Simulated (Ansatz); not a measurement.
Nb (diamond, space group No. 227) under volume change, DFT-r²SCAN in the program Ansatz with PAW potentials, scaled uniformly.

```tsv
V (Å³/atom)	E − E(relaxed) (meV/atom)	P (GPa)
22.752	53.6	8.31
23.502	22.4	5.10
24.252	5.2	2.32
25.002	0.0	0.00
25.752	4.5	-1.87
26.502	17.1	-3.46
27.252	36.6	-4.83
```

### Question
What does a third-order Birch–Murnaghan fit give for V₀, B₀ and B′?

### Answer
V₀ = 25.02 Å³/atom, B₀ = 69.5 GPa, B′ = 4.9.

Space group Fd-3m (diamond). The start of the workflow was typed in or built on a structure type; neither database checked (COD, Materials Project) lists it. It is not the phase usual at ambient conditions (space group No. 229). The cell was relaxed with r²SCAN under the symmetry of its start; its stability against distortions is not shown here. The run is not spin-polarised.

Potentials: the later of the program's two PAW sets.
